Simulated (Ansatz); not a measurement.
**H5Pt2: relaxation step by step**

The cell of H5Pt2 is invented: random cell by space group and Wyckoff sites (P4mm, No. 99). The dimensions are guesses.

```
CELL_PARAMETERS angstrom
3.41574 0.00000 0.00000
0.00000 3.41574 0.00000
0.00000 0.00000 6.19951
ATOMIC_POSITIONS crystal
H 0.79579 0.79579 0.78748
H 0.20421 0.20421 0.78748
H 0.20421 0.79579 0.78748
H 0.79579 0.20421 0.78748
H 0.50000 0.50000 0.35924
Pt 0.50000 0.00000 0.29722
Pt 0.00000 0.50000 0.29722
```

Theory: DFT PBE, scalar-relativistic, plane waves, PAW in Ansatz. Cutoff 420 eV, Gaussian smearing, Γ-centred meshes. Cell and atoms relax first on a coarse mesh and then on a finer one. In between, the cell is made exact in the group found at 0.06 Å. In metals the finer mesh still leaves noise of several meV/atom or more. The steps can't lower the symmetry of their start. No spin polarisation.

Steps on the 6×6×4 mesh (7 atoms, 25 steps). The free energy counts from the last step; some steps are skipped; the plane-wave basis is renewed at times, which shifts energy and pressure.

```csv
step,ΔF (meV/atom),V (Å³/atom),P (GPa),largest force component (eV/Å)
1,936.3,10.33,18.12,0.993
2,801.0,11.41,0.95,0.378
4,783.2,11.27,0.02,0.209
5,771.4,11.03,-0.18,0.132
6,740.8,10.68,-0.18,0.320
7,694.6,10.23,-0.59,0.556
9,549.7,9.29,0.06,0.941
10,463.9,8.81,1.69,1.097
11,362.8,8.33,3.87,1.299
12,260.2,7.86,7.67,0.969
14,20.5,8.23,4.34,0.327
15,19.1,8.50,-3.88,0.525
16,14.2,8.43,-0.21,0.044
17,12.8,8.60,0.54,0.084
19,9.0,9.19,1.20,0.124
20,8.3,9.44,0.15,0.036
21,8.3,9.67,0.21,0.026
22,0.8,9.67,1.28,0.022
24,0.1,9.80,0.02,0.017
25,0.0,9.80,0.03,0.017
```

The relaxed structure, after a last relaxation on the converged mesh:

```yaml
crystal:
  lattice:
    - [3.98764, 0.00000, 0.00000]
    - [0.00000, 3.98764, 0.00000]
    - [0.00000, 0.00000, 4.08210]
  atoms:
    - { symbol: H, position: [0.75373, 0.75373, 0.88393] }
    - { symbol: H, position: [0.24627, 0.24627, 0.88393] }
    - { symbol: H, position: [0.24627, 0.75373, 0.88393] }
    - { symbol: H, position: [0.75373, 0.24627, 0.88393] }
    - { symbol: H, position: [0.50000, 0.50000, 0.31386] }
    - { symbol: Pt, position: [0.50000, 0.00000, 0.12701] }
    - { symbol: Pt, position: [0.00000, 0.50000, 0.12701] }
```

The symmetry stays P4mm (No. 99). The volume per atom shrinks by 10.3 %, from 10.3 to 9.3 Å³. The shortest distance goes from 1.40 Å (H–H) to 1.72 Å (H–Pt). The ratio c/a of the conventional cell changes by a factor of 0.56. The energy falls by about 0.94 eV/atom (the start's value is from the coarse mesh). The end is written in a standard setting, so origin, axes and order of atoms can differ from the start's. H on a site of symmetry m is surrounded by 2 Pt at 1.72 Å, 4 H at 1.96–2.02 Å, 1 H at 2.26 Å and 5 H at 2.73–2.86 Å; H on a site of symmetry 4mm is surrounded by 4 Pt at 2.13 Å, 4 H at 2.26 Å and 4 H at 2.73 Å; Pt has 4 H at 1.72 Å and 2 H at 2.13 Å.

| Property | Result |
| --- | --- |
| Volume per atom | 9.3 Å³ |
| Density | 10.1 g/cm³ |
| Energy over the elements | +0.26 eV/atom |
| Gap on the 10×10×10 mesh of the 7-atom cell | 0 eV (a metal) |

Energies over the elements count from the elements' standard structures at the same level (H₂ as a molecule), with no fitted energy shifts.

The last run used Gaussian smearing of 0.10 eV. Weakly bound directions are ill-defined at this level, which has no dispersion term. Spin–orbit coupling, which can matter for Pt, is left out. The cell is a metal run without spin; a magnetic state may lie lower. With hydrogen, zero-point motion can shift formation energies by some tens of meV/atom. A structure relaxed within its symmetry needn't be a true minimum. In all, the 3 runs took 5.2 min on 1 thread of Arm Neoverse V2, on a shared host.
